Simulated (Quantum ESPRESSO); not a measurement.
Mg2AlSn2Ti2W, input and log of a self-consistent run

Computed values, not a measurement. The program is pw.x of Quantum ESPRESSO 7.5 (plane-wave density functional theory). The cell is made up: eight metal atoms on a hexagonal close-packed lattice, with elements, volume, strain and displacements drawn at random and not relaxed, so it may be unstable or far from any real phase. PseudoDojo standard norm-conserving files set the functional (PBE unless stated); there is no spin polarisation or spin-orbit coupling, the Fermi-Dirac width of 0.25 eV means electrons at about 2900 K, and the masses in the input are unused placeholders. The tin pseudopotential is less sure than most, with forces differing by about three percent from a second method on plain tin. Heavy elements are run without spin-orbit coupling, which real alloys of them have. A spin test at this wide smearing found no moment, but such smearing suppresses magnetism that the real alloy may have.

Input:

```
&control calculation='scf', pseudo_dir='./dojo.nc.sr.pbe.v0_5.standard.upf', outdir='./o', disk_io='minimal', tprnfor=.true., tstress=.true. /
&system ibrav=0, nat=8, ntyp=5, nbnd=57, ecutwfc=84.00895049, nosym=.true., tot_charge=0,
 occupations='smearing', smearing='fd', degauss=0.0183746611
/
&electrons conv_thr=1.470e-08, electron_maxstep=70, mixing_beta=0.5 /
ATOMIC_SPECIES
Al 1.0 Al.upf
Mg 1.0 Mg.upf
Sn 1.0 Sn.upf
Ti 1.0 Ti.upf
W 1.0 W.upf
CELL_PARAMETERS angstrom
3.0879 -0.006 -0.0235
1.5873 -2.5844 -5.0061
1.5664 7.8081 -5.0419
ATOMIC_POSITIONS angstrom
Mg 0.1229 -0.0372 0.1057
Al 1.5585 2.6917 -5.0942
Sn 1.6896 -1.0065 -2.474
Ti 3.1702 1.765 -7.5547
Ti 3.1954 5.3032 -5.0369
W 3.0785 -0.0935 -4.8905
Mg 3.0102 1.7243 -2.5892
Sn 4.6218 4.2287 -7.5146
K_POINTS automatic
8 4 3 1 1 1
```

The log is shortened where brackets say so; the opening notice, blank lines, dates and the lines on written files are dropped, and the path of the files is cut. It prints rydbergs, bohrs and kilobars, and counts compression as positive stress. Its total energy is the free energy E - TS of the whole cell.

```
     Program PWSCF v.7.5
     Parallel version (MPI & OpenMP), running on       4 processor cores
     Number of MPI processes:                 4
     Threads/MPI process:                     1
     [start-up lines left out]
     bravais-lattice index     =            0
     lattice parameter (alat)  =       5.8355  a.u.
     unit-cell volume          =    1083.4390 (a.u.)^3
     number of atoms/cell      =            8
     number of atomic types    =            5
     number of electrons       =        89.00
     number of Kohn-Sham states=           57
     kinetic-energy cutoff     =      84.0090  Ry
     charge density cutoff     =     336.0358  Ry
     scf convergence threshold =      1.5E-08
     mixing beta               =       0.5000
     number of iterations used =            8  plain     mixing
     Exchange-correlation= PBE
                           (   1   4   3   4   0   0   0)
     [axes and pseudopotential details left out]
   Cartesian axes
     site n.     atom                  positions (alat units)
         1        Mg     tau(   1) = (   0.0397993  -0.0120467   0.0342293  )
         2        Al     tau(   2) = (   0.5046964   0.8716658  -1.6496787  )
         3        Sn     tau(   3) = (   0.5471511  -0.3259396  -0.8011670  )
         4        Ti     tau(   4) = (   1.0266208   0.5715682  -2.4464740  )
         5        Ti     tau(   5) = (   1.0347814   1.7173602  -1.6311230  )
         6        W      tau(   6) = (   0.9969251  -0.0302785  -1.5837136  )
         7        Mg     tau(   7) = (   0.9748072   0.5583882  -0.8384728  )
         8        Sn     tau(   8) = (   1.4966992   1.3693998  -2.4334882  )
     number of k points=    48  Fermi-Dirac smearing, width (Ry)=  0.0184
                       cart. coord. in units 2pi/alat
        k(    1) = (   0.0620404   0.0122858  -0.0637770), wk =   0.0416667
        k(    2) = (   0.0624340  -0.1854526   0.0384303), wk =   0.0416667
     [further k points left out]
     Dense  grid:   112577 G-vectors     FFT dimensions: (  36,  72, 108)
     Estimated max dynamical RAM per process >     336.11 MB
     Estimated total dynamical RAM >       1.23 GB
     Initial potential from superposition of free atoms
     starting charge      88.9892, renormalised to      89.0000
     Starting wfcs are   62 randomized atomic wfcs
     total cpu time spent up to now is        5.0 secs
     per-process dynamical memory:   257.0 Mb
     Self-consistent Calculation
     iteration #  1     ecut=    84.01 Ry     beta= 0.50
     Davidson diagonalization with overlap
     ethr =  1.00E-02,  avg # of iterations =  3.5
     total cpu time spent up to now is       15.1 secs
     total energy              =    -945.67164981 Ry
     estimated scf accuracy    <       1.24446847 Ry
     iteration #  2     ecut=    84.01 Ry     beta= 0.50
     Davidson diagonalization with overlap
     ethr =  1.40E-03,  avg # of iterations =  8.3
     total cpu time spent up to now is       29.5 secs
     total energy              =    -944.64473352 Ry
     estimated scf accuracy    <      40.24574231 Ry
     iteration #  3     ecut=    84.01 Ry     beta= 0.50
     Davidson diagonalization with overlap
     ethr =  1.40E-03,  avg # of iterations =  6.8
     total cpu time spent up to now is       42.5 secs
     total energy              =    -946.39784948 Ry
     estimated scf accuracy    <       1.01818895 Ry
     iteration #  4     ecut=    84.01 Ry     beta= 0.50
     Davidson diagonalization with overlap
     ethr =  1.14E-03,  avg # of iterations =  2.5
     total cpu time spent up to now is       51.7 secs
     total energy              =    -946.46383618 Ry
     estimated scf accuracy    <       0.20222971 Ry
     iteration #  5     ecut=    84.01 Ry     beta= 0.50
     Davidson diagonalization with overlap
     ethr =  2.27E-04,  avg # of iterations =  7.0
     total cpu time spent up to now is       64.3 secs
     total energy              =    -946.46118157 Ry
     estimated scf accuracy    <       0.08799656 Ry
     [iterations 6 to 10 left out]
     iteration # 11     ecut=    84.01 Ry     beta= 0.50
     Davidson diagonalization with overlap
     ethr =  1.50E-07,  avg # of iterations =  1.9
     total cpu time spent up to now is      122.4 secs
     total energy              =    -946.48029208 Ry
     estimated scf accuracy    <       0.00001725 Ry
     iteration # 12     ecut=    84.01 Ry     beta= 0.50
     Davidson diagonalization with overlap
     ethr =  1.94E-08,  avg # of iterations =  2.3
     total cpu time spent up to now is      131.6 secs
     total energy              =    -946.48029326 Ry
     estimated scf accuracy    <       0.00000230 Ry
     iteration # 13     ecut=    84.01 Ry     beta= 0.50
     Davidson diagonalization with overlap
     ethr =  2.59E-09,  avg # of iterations =  4.8
     total cpu time spent up to now is      143.0 secs
     total energy              =    -946.48029371 Ry
     estimated scf accuracy    <       0.00000061 Ry
     iteration # 14     ecut=    84.01 Ry     beta= 0.50
     Davidson diagonalization with overlap
     ethr =  6.80E-10,  avg # of iterations =  2.1
     total cpu time spent up to now is      152.0 secs
     total energy              =    -946.48029381 Ry
     estimated scf accuracy    <       0.00000002 Ry
     iteration # 15     ecut=    84.01 Ry     beta= 0.50
     Davidson diagonalization with overlap
     ethr =  1.90E-11,  avg # of iterations =  5.1
     total cpu time spent up to now is      163.7 secs
     End of self-consistent calculation
     [lines on levels left out]
!    total energy              =    -946.48029380 Ry
     estimated scf accuracy    <       0.00000001 Ry
     smearing contrib. (-TS)   =      -0.11012707 Ry
     internal energy E=F+TS    =    -946.37016674 Ry
     The total energy is F=E-TS. E is the sum of the following terms:
     one-electron contribution =    -446.79709401 Ry
     hartree contribution      =     252.37358541 Ry
     xc contribution           =    -190.02421782 Ry
     ewald contribution        =    -561.92244031 Ry
     convergence has been achieved in  15 iterations
     Forces acting on atoms (cartesian axes, Ry/au):
     atom    1 type  2   force =    -0.01016274    0.01592707   -0.02787864
     atom    2 type  1   force =     0.00256683   -0.03206047    0.02140956
     atom    3 type  3   force =    -0.00918385    0.05954739   -0.00700761
     atom    4 type  4   force =    -0.00860677   -0.01380841    0.01661575
     atom    5 type  4   force =    -0.00508879   -0.05462654   -0.00192826
     atom    6 type  5   force =     0.00735667    0.05168122   -0.02777295
     atom    7 type  2   force =     0.00717928    0.01416955    0.01485666
     atom    8 type  3   force =     0.01593937   -0.04082981    0.01170548
     Total force =     0.126049     Total SCF correction =     0.000186
     Computing stress (Cartesian axis) and pressure
          total   stress  (Ry/bohr**3)                   (kbar)     P=      -26.59
  -0.00021154   0.00002485   0.00002150          -31.12        3.66        3.16
   0.00002485   0.00013697   0.00010422            3.66       20.15       15.33
   0.00002150   0.00010422  -0.00046768            3.16       15.33      -68.80
     init_run     :      4.61s CPU      4.79s WALL (       1 calls)
     electrons    :    157.66s CPU    158.74s WALL (       1 calls)
     forces       :      1.43s CPU      1.44s WALL (       1 calls)
     stress       :      4.97s CPU      4.97s WALL (       1 calls)
     [timing details left out]
     PWSCF        :   2m48.86s CPU   2m50.20s WALL
     JOB DONE.
```

In other units: free energy -12877.520 eV for the cell, pressure -2.66 GPa, largest force component 1.531 eV/Å in size. The run took 172 s of wall time with four MPI processes on a shared machine (Intel Xeon, 2023 or later, virtual cores), so the time is rough. A rerun of this cell at a higher cutoff and on a denser mesh moved values by no more than 0.012 eV in energy, 0.14 GPa in stress and 0.015 eV/Å in force, and a second program with other atomic files agreed on that cell to 2 % rms in force and 0.5 GPa in pressure.